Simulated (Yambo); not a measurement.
Yambo run on AgI (space group P4/nmm, No. 129). The wavefunctions come from this Quantum ESPRESSO step (PBEsol, PseudoDojo standard norm-conserving files, fully relativistic):

```
&CONTROL
  calculation = 'nscf'
  pseudo_dir = './pseudo'
  outdir = './out'
/
&SYSTEM
  ibrav = 0
  nat = 4
  ntyp = 2
  ecutwfc = 82.0
  ecutrho = 328.0
  occupations = 'fixed'
  force_symmorphic = .true.
  nbnd = 294
  noncolin = .true.
  lspinorb = .true.
/
&ELECTRONS
  conv_thr = 4e-09
  diago_full_acc = .true.
  diago_thr_init = 1e-08
/
ATOMIC_SPECIES
Ag 107.8682 Ag.upf
I 126.9045 I.upf
CELL_PARAMETERS angstrom
  4.392394548000   0.000000000000   0.000000000000
  0.000000000000   4.392394548000   0.000000000000
  0.000000000000   0.000000000000   6.219134693000
ATOMIC_POSITIONS crystal
Ag   0.000000000000   0.000000000000   0.000000000000
Ag   0.500000000000   0.500000000000   0.000000000000
I   0.000000000000   0.500000000000   0.699672910900
I   0.500000000000   0.000000000000   0.300327089100
K_POINTS automatic
2 2 2 0 0 0
```

Yambo input:

```
rim_cut
gw0
dyson
el_el_corr
HF_and_locXC
ppa
em1d
RandQpts= 1000000
RandGvec= 1 Ry
EXXRLvcs= 82 Ry
VXCRLvcs= 328 Ry
Chimod= "HARTREE"
% BndsRnXp
 17 | 292 |
%
NGsBlkXp= 6 Ry
% LongDrXp
 1.0 | 1.0 | 1.0 |
%
PPAPntXp= 27.2114 eV
% GbndRnge
 1 | 292 |
%
GTermKind= "BG"
DysSolver= "n"
ExtendOut
% QPkrange
 1 | 1 | 50 | 54 |
 2 | 2 | 52 | 53 |
 3 | 3 | 52 | 53 |
 4 | 4 | 52 | 53 |
 5 | 5 | 52 | 53 |
 6 | 6 | 52 | 53 |
%
```

k points by index: 1 = Γ, 2 = Z, 3 = X, 4 = R, 5 = M, 6 = A.

Resulting energies as the program prints them:

```
#    K-point    Band    Eo [eV]    E [eV]    E-Eo [eV]    Vxc [eV]    Vnlxc [eV]    Sc|Eo [eV]    Sc|E [eV]    dSc/dw|Eo [eV]    Re(Z)    Im(Z)
#
    1    50    -0.408166    -0.885984    -0.477817    -15.17541    -18.28415    2.505746    2.630926    -7.127141    0.792442    -0.001466
    1    51    0.000000    -0.483363    -0.483363    -15.16656    -18.20713    2.431231    2.557204    -7.090052    0.793299    -0.001454
    1    52    0.000000    -0.483363    -0.483363    -15.16656    -18.20713    2.431231    2.557204    -7.090052    0.793299    -0.001454
    1    53    0.829283    1.194156    0.364873    -9.856783    -5.685437    -3.722070    -3.806473    -6.292509    0.812183    -0.001363
    1    54    0.829283    1.194156    0.364873    -9.856783    -5.685437    -3.722070    -3.806473    -6.292509    0.812183    -0.001363
    2    52    -0.854853    -1.415005    -0.560152    -15.11549    -18.58321    2.757896    2.907570    -7.268905    0.789183    -0.001806
    2    53    2.768505    3.258307    0.489802    -11.24595    -6.693692    -3.939781    -4.062461    -6.813971    0.799736    -0.001262
    3    52    -1.032953    -1.581565    -0.548611    -15.16099    -18.68557    2.828708    2.975964    -7.302204    0.788422    -0.001509
    3    53    3.288366    3.814362    0.525996    -11.80910    -7.251369    -3.901047    -4.031733    -6.758585    0.801038    -0.001862
    4    52    -0.773963    -1.273941    -0.499978    -14.93995    -18.09611    2.524102    2.656175    -7.186308    0.791079    -0.001507
    4    53    1.960483    2.413087    0.452603    -10.99925    -6.704619    -3.734838    -3.842031    -6.442895    0.808554    -0.001396
    5    52    -2.056859    -2.611132    -0.554273    -13.97995    -17.33632    2.652115    2.802101    -7.361442    0.787071    -0.001682
    5    53    2.652538    2.929242    0.276704    -10.95666    -7.131844    -3.484372    -3.548108    -6.265156    0.812847    -0.001394
    6    52    -1.829928    -2.374314    -0.544386    -20.82240    -25.56369    4.039898    4.196908    -7.845774    0.776197    -0.001631
    6    53    4.113650    4.675169    0.561520    -12.62276    -8.013138    -3.908395    -4.048098    -6.768643    0.800803    -0.001273
```
(The two width columns are left out.) Convergence of these settings isn't established.

Geometry relaxed with PBE+D3(BJ).

This is not the ordinary phase of the substance; no match was found in the copy of COD used, and its stability was not checked.
